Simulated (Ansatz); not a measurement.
Input:

SrAlGeH:
```cif
data_HAlGeSr
_chemical_formula_sum 'Sr1 Al1 Ge1 H1'
_space_group_name_H-M_alt 'P3m1'
_space_group_IT_number 156
_space_group_name_Hall 'P 3 -2"'
_cell_length_a 4.23989
_cell_length_b 4.23989
_cell_length_c 4.99086
_cell_angle_alpha 90.000
_cell_angle_beta 90.000
_cell_angle_gamma 120.000
loop_
_atom_site_label
_atom_site_type_symbol
_atom_site_symmetry_multiplicity
_atom_site_Wyckoff_symbol
_atom_site_fract_x
_atom_site_fract_y
_atom_site_fract_z
_atom_site_occupancy
Sr1 Sr 1 b 0.33333 0.66667 0.00021 1
Al1 Al 1 a 0.00000 0.00000 0.45766 1
Ge1 Ge 1 c 0.66667 0.33333 0.56023 1
H1 H 1 a 0.00000 0.00000 0.11110 1
```

This is the r²SCAN-relaxed structure.

Q: All from plane-wave PAW r²SCAN (Ansatz code), unless another level is named. Give the HSE06 gap on the r²SCAN cell.

A: 1.22 eV.

Q: Predict the formation energy from the elements (no fitted shifts).

A: -0.62 eV/atom.

Q: Predict the hole effective mass.

A: 0.28, 0.59, 4.6 mₑ (principal values).

Q: And the band gap?

A: 1.02 eV (indirect).

Q: Next, the valence-band maximum?

A: on the H–A line, 96 % of the way from H.

The first step of the workflow began from a Materials Project structure, measured or hypothetical; the Crystallography Open Database copy checked does not list it. Whether it is the stable phase at ambient conditions was not checked. The r²SCAN relaxation kept the symmetry of its start; whether a distortion lowers the energy is not shown. The references are the lowest solids computed at this level, not always the standard phases (solids in place of the gases). Spin–orbit coupling is left out wherever it is not named.

Potentials: the later of the program's two PAW sets.
